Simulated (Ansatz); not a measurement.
Input, command and steps of an Ansatz relaxation.

```yaml
crystal:
  lattice:
    - [1.917611313, 1.1071334078, 3.4767871901]
    - [-1.917611313, 1.1071334078, 3.4767871901]
    - [0.0, -2.2142668155, 3.4767871901]
  atoms:
    - { symbol: As, position: [0.7710925652, 0.7710925652, 0.7710925652] }
    - { symbol: As, position: [0.2289074348, 0.2289074348, 0.2289074348] }
basis:
  ecutwfc: 420
kpoints:
  mp_grid: { grid: [15, 15, 15] }
hamiltonian:
  xc: pbe
  dispersion: d3bj
scf:
  occupations: { method: gaussian, width: 0.1 }
output:
  forces: true
  stress: true
  eigenvalues: true
  write_density: true
  write_potential: true
  elf: true
  volumetric_format: npy
relax:
  adjacent_minimum: "off"
  f_tol: 0.01
  max_steps: 30
  cell: { stress_tol: 0.1, fix: [volume] }
```

```bash
ansatz run input.yaml --threads 1 --pin off --max-ram 2560MiB --backend cpu --events-out ev --progress --plain --runs-dir out
```

These are results of Ansatz, DFT PBE+D3(BJ), scalar-relativistic, plane waves, PAW, not measurements.

The volume is held at 1.06 times that of the relaxed cell.

Of 4 frames 3 are shown, positions in Å and forces in eV/Å; the SCF threshold varies from step to step. Steps run on the plane waves of an earlier cell, with a Pulay correction in the pressure. The basis is chosen afresh for the last frame, the zero of the energies, and at times for earlier ones too; energy and pressure step there, also at an unchanged geometry.

```xyz
2
Lattice="1.9176 1.1071 3.4768 -1.9176 1.1071 3.4768 0.0000 -2.2143 3.4768" Properties=species:S:1:pos:R:3:forces:R:3 pbc="T T T" step=1 free_energy_over_end_meV_per_atom=1.89 pressure_GPa=-3.29
As    0.0000    0.0000    8.0428    0.0000    0.0000    0.1656
As    0.0000    0.0000    2.3876    0.0000    0.0000   -0.1656
2
Lattice="1.9111 1.1034 3.5006 -1.9111 1.1034 3.5006 0.0000 -2.2067 3.5006" Properties=species:S:1:pos:R:3:forces:R:3 pbc="T T T" step=2 free_energy_over_end_meV_per_atom=0.43 pressure_GPa=-2.39
As    0.0000    0.0000    8.1157    0.0000    0.0000   -0.0773
As    0.0000    0.0000    2.3862    0.0000    0.0000    0.0773
2
Lattice="1.9057 1.1002 3.5204 -1.9057 1.1002 3.5204 0.0000 -2.2005 3.5204" Properties=species:S:1:pos:R:3:forces:R:3 pbc="T T T" step=4 free_energy_over_end_meV_per_atom=0.00 pressure_GPa=-2.38
As    0.0000    0.0000    8.1587    0.0000    0.0000   -0.0032
As    0.0000    0.0000    2.4027    0.0000    0.0000    0.0032
```

The run took 57 s on 1 thread of Arm Neoverse V2, with other jobs on the host, peak memory 0.52 GiB.